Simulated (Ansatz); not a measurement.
## ScPt$_{3}$: zone-centre modes under pressure

ScPt$_{3}$, Pm-3m, a = 3.924 Å. The structure is a COD entry; whether it is the stable form wasn't checked. Ansatz: LDA, PAW, 420 eV, Γ-centred 10×10×10 mesh on 4 atoms, Fermi-Dirac smearing 0.15 eV; no spin polarisation. Cell and atoms are relaxed at each pressure with the symmetry kept; optical modes at Γ by linear response, in cm⁻¹, matched by rank (the highest 3 distinct ones).

```
P (GPa) V (Å³/atom)     ω1     ω2     ω3
      0       15.106  128.3  166.3  237.5
      5       14.812  134.4  174.6  249.1
     15       14.312      ?      ?      ?
```

Problem. Get each mode's Grüneisen parameter γ = −d ln ω/d ln V from the other rows and predict the missing frequencies.

Solution. ln(V/V0) = 0.0000, -0.0197, -0.0540; a line through ln(ω/ω0) of the 2 known rows gives ω1: γ = 2.358, predicted 145.7, computed 145.0; ω2: γ = 2.472, predicted 190.0, computed 189.3; ω3: γ = 2.421, predicted 270.7, computed 269.6. The worst miss is 0.5 %, or 4 % of the shift under pressure, so a constant γ serves at that level. In a metal these frequencies hang on the mesh and smearing.

The mesh isn't the same in all rows (10×10×10, 12×12×12). Spin–orbit coupling is left out, which can shift energies with elements as heavy as these.